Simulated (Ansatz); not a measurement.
CdSiP2:
```
CELL_PARAMETERS angstrom
     -2.82206     2.82206     5.24987
      2.82206    -2.82206     5.24987
      2.82206     2.82206    -5.24987
ATOMIC_POSITIONS crystal
  Cd 0.75000 0.25000 0.50000
  Cd 0.00000 0.00000 0.00000
  Si 0.25000 0.75000 0.50000
  Si 0.50000 0.50000 0.00000
  P  0.16768 0.12500 0.54268
  P  0.58232 0.62500 0.45732
  P  0.37500 0.83232 0.95732
  P  0.87500 0.41768 0.04268
```

Relaxed with PBEsol. Independent-particle spectrum: no excitons, no local fields, no scissors shift; 0.1 eV broadening; ε₁ of the summed bands alone.

Task: Tabulate the dielectric function from the program Ansatz at the PBEsol level (PAW).

Result: 

```csv
E (eV),ε₁ xx,ε₂ xx,ε₁ zz,ε₂ zz
0.0,11.72,0.00,11.51,0.00
0.4,11.84,0.00,11.64,0.00
0.8,12.24,0.00,12.06,0.00
1.2,13.01,0.00,12.88,0.00
1.6,14.39,0.00,14.42,0.00
2.0,17.11,0.41,18.00,0.70
2.4,23.90,3.36,24.90,7.45
2.8,23.38,18.47,15.88,16.98
3.2,13.69,17.08,9.04,15.98
3.6,5.64,21.62,9.13,20.30
4.0,3.37,17.35,0.92,13.81
4.4,-0.85,17.21,1.12,17.84
4.8,-2.45,14.29,-3.54,11.58
5.2,-2.69,12.34,0.72,9.08
5.6,-4.64,10.62,-2.01,11.48
6.0,-5.23,8.24,-2.26,9.45
6.4,-4.48,6.57,-4.53,7.97
6.8,-4.39,5.49,-5.12,5.80
7.2,-4.52,4.42,-4.29,5.13
7.6,-3.67,3.22,-4.05,3.57
8.0,-3.20,3.16,-3.63,2.92
8.4,-2.87,2.55,-2.86,2.15
8.8,-2.68,2.20,-2.22,1.92
9.2,-2.36,1.83,-1.94,1.89
9.6,-1.99,1.54,-1.82,1.77
10.0,-1.77,1.38,-1.57,1.46
10.4,-1.58,1.27,-1.49,1.53
10.8,-1.47,1.04,-1.33,1.21
11.2,-1.21,0.92,-1.21,1.07
11.6,-1.02,0.84,-0.99,0.97
12.0,-0.93,0.80,-0.87,0.96
```

Task: From ε at 2.2 eV (xx: 19.57 + 0.80i), find n, k, the normal reflectivity and the absorption coefficient.

Result: n = 4.42, k = 0.090, R = 40 %, α = 2kE/ħc = 20000 cm⁻¹.

With all bands, ε∞ without local fields is 11.8 (xx = yy), 11.6 (zz). DFPT, with local fields, gives 11.2 (xx = yy), 10.9 (zz).

Space group I-42d (chalcopyrite). The PBEsol relaxation kept the symmetry of its start. Spin–orbit coupling is left out wherever it is not named.

Potentials: the later of the program's two PAW sets.
